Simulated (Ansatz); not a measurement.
## Data sheet: BaN2 (DFT)

BaN2:
```yaml
crystal:
  lattice:
    - [3.47971, 2.15265, 0.00000]
    - [-3.47971, 2.15265, 0.00000]
    - [-1.81532, 0.00000, 6.85985]
  atoms:
    - { symbol: Ba, position: [0.79966, 0.79966, 0.75000] }
    - { symbol: Ba, position: [0.20034, 0.20034, 0.25000] }
    - { symbol: N, position: [0.15386, 0.55804, 0.54512] }
    - { symbol: N, position: [0.84614, 0.44196, 0.45488] }
    - { symbol: N, position: [0.55804, 0.15386, 0.95488] }
    - { symbol: N, position: [0.44196, 0.84614, 0.04512] }
```

Space group C2/c (No. 15); conventional cell a = 6.9594 Å, b = 4.3053 Å, c = 7.0960 Å, α = γ = 90.00°, β = 104.82°.

Method: plane-wave PAW LDA (Ansatz code). Geometry: relaxed at this level of theory. Other levels are named where they apply.

### Cell and energy

```json
{
 "volume_per_atom": "17.13 Å³",
 "density": "5.34 g/cm³",
 "Formation energy from the elements (no fitted shifts)": "-0.84 eV/atom"
}
```

### Electronic structure

```json
{
 "electronic_character": "metallic (no gap)",
 "Density of states at the Fermi level": "0.44 states/eV per atom (mean over ±0.08 eV)"
}
```

### Mechanics

```json
{
  "Bulk modulus (Birch–Murnaghan fit)": "65.7 GPa",
  "Pressure derivative B′": "5.1"
}
```

### Phonons

```json
{
  "highest_zone_centre_frequency": "1641 cm⁻¹",
  "zone_centre_stability": "no imaginary mode at Γ"
}
```

The first step of the workflow began from a Materials Project structure, measured or hypothetical; the Crystallography Open Database copy checked does not list it. Whether it is the stable phase at ambient conditions was not checked. The cell was relaxed with LDA under the symmetry of its start. As this level gives no gap, phonon frequencies hold no LO–TO term and depend on the k-mesh and smearing (Fermi–Dirac, 0.1 eV here). The references are the lowest solids computed at this level, not always the standard phases (solids in place of the gases). Scalar-relativistic: spin–orbit coupling is off unless named, which matters more the heavier the elements.

Potentials: the later of the program's two PAW sets.
